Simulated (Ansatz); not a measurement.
SiC:
```cif
data_C2Si2
_chemical_formula_sum 'Si2 C2'
_space_group_name_H-M_alt 'P63mc'
_space_group_IT_number 186
_space_group_name_Hall 'P 6c -2c'
_cell_length_a 3.07127
_cell_length_b 3.07127
_cell_length_c 5.03641
_cell_angle_alpha 90.000
_cell_angle_beta 90.000
_cell_angle_gamma 120.000
loop_
_atom_site_label
_atom_site_type_symbol
_atom_site_symmetry_multiplicity
_atom_site_Wyckoff_symbol
_atom_site_fract_x
_atom_site_fract_y
_atom_site_fract_z
_atom_site_occupancy
Si1 Si 2 b 0.33333 0.66667 0.49948 1
C1 C 2 b 0.66667 0.33333 0.37552 1
```

Relaxed at zero pressure with the program Ansatz at the HSE06 level (PAW).

Q: The volume is lowered by 6 % and shape and atoms relax at that volume. What pressure results, and how do the axes share the change?

A: 16.3 GPa; a -2.0 %, b -2.0 %, c -2.1 %; the energy rises by 30 meV/atom.

Q: Give the new structure.

A: 
Space group P6₃mc (No. 186); a = 3.0092 Å, b = 3.0092 Å, c = 4.9315 Å, α = 90.00°, β = 90.00°, γ = 120.00°

```
atom  site  symmetry       x       y       z
----  ----  --------  ------  ------  ------
Si      2b       3m.  0.3333  0.6667  0.4994
C       2b       3m.  0.6667  0.3333  0.3756
```

The phase is kept; no other phase was compared at this pressure.

Space group P6_3mc (wurtzite). The cell was relaxed with HSE06 under the symmetry of its start.

Potentials: the earlier of the program's two PAW sets.
